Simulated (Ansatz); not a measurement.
This run works on a generated trial structure, not on a known crystal.

Input and command of a plane-wave DFT calculation in Ansatz:

```yaml
crystal:
  lattice:
    - [2.12233518, 1.22533079, 17.32879416]
    - [-2.12233518, 1.22533079, 17.32879416]
    - [0.0, -2.45066157, 17.32879416]
  atoms:
    - { symbol: Cd, position: [0.0, 0.0, 0.0] }
    - { symbol: Cd, position: [0.4, 0.4, 0.4] }
    - { symbol: Hg, position: [0.8, 0.8, 0.8] }
    - { symbol: Hg, position: [0.2, 0.2, 0.2] }
    - { symbol: Hg, position: [0.6, 0.6, 0.6] }
    - { symbol: Se, position: [0.05, 0.05, 0.05] }
    - { symbol: Se, position: [0.45, 0.45, 0.45] }
    - { symbol: Se, position: [0.85, 0.85, 0.85] }
    - { symbol: Se, position: [0.25, 0.25, 0.25] }
    - { symbol: Se, position: [0.65, 0.65, 0.65] }
basis:
  ecutwfc: 420
kpoints:
  mp_grid: { grid: [6, 6, 6] }
hamiltonian:
  xc: pbe
scf:
  occupations: { method: gaussian, width: 0.1 }
  lower_state_search: "off"
output:
  forces: true
  stress: true
  eigenvalues: true
relax:
  adjacent_minimum: "off"
  f_tol: 0.04
  max_steps: 70
  cell: { stress_tol: 0.4 }
```

```bash
ansatz run input.yaml --threads 4 --pin off --max-ram 8192MiB --backend cpu --events-out ev --progress --plain --runs-dir out
```

Processor: Intel(R) Xeon(R) Processor @ 2.50GHz (Skylake/Cascade Lake), 4 threads, on a host shared with other jobs.

Problem. How long does it run, and how much memory does it take?

Solution. About 3.7 min, peak memory 1.4 GiB. It solves 108 bands at 32 k points (after reduction by symmetry) with about 6031 plane waves (on the last cell), in 29 SCF iterations over 4 ionic steps.
